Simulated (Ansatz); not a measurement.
Os:
Space group P6₃/mmc (No. 194); a = b = 2.7286 Å, c = 4.3096 Å, α = β = 90.00°, γ = 120.00°

| atom | site | symmetry | x | y | z |
|---|---|---|---|---|---|
| Os | 2c | -6m2 | 0.3333 | 0.6667 | 0.2500 |

Relaxed at zero pressure with PBEsol (plane waves, PAW; program Ansatz).

The volume is lowered by 3 % and shape and atoms relax at that volume. What pressure results, and how do the axes share the change?

14.2 GPa; a -1.1 %, b -1.1 %, c -0.9 %; the energy rises by 18 meV/atom.

Give the new structure.


Space group P6₃/mmc (No. 194); a = 2.6996 Å, b = 2.6996 Å, c = 4.2705 Å, α = 90.00°, β = 90.00°, γ = 120.00°

| atom | site | symmetry | x | y | z |
|---|---|---|---|---|---|
| Os | 2c | -6m2 | 0.3333 | 0.6667 | 0.2500 |

The phase is kept; no other phase was compared at this pressure.

Space group P6_3/mmc (hcp (Mg type)). The PBEsol relaxation kept the symmetry of its start; of distortions, only those at the zone centre were tested. No spin polarisation was allowed. Axis ratios of metals converge slowly with the k-mesh, so a and c are less sure than the volume. Scalar-relativistic: spin–orbit coupling is off unless named, which matters more the heavier the elements.

Potentials: the earlier of the program's two PAW sets.
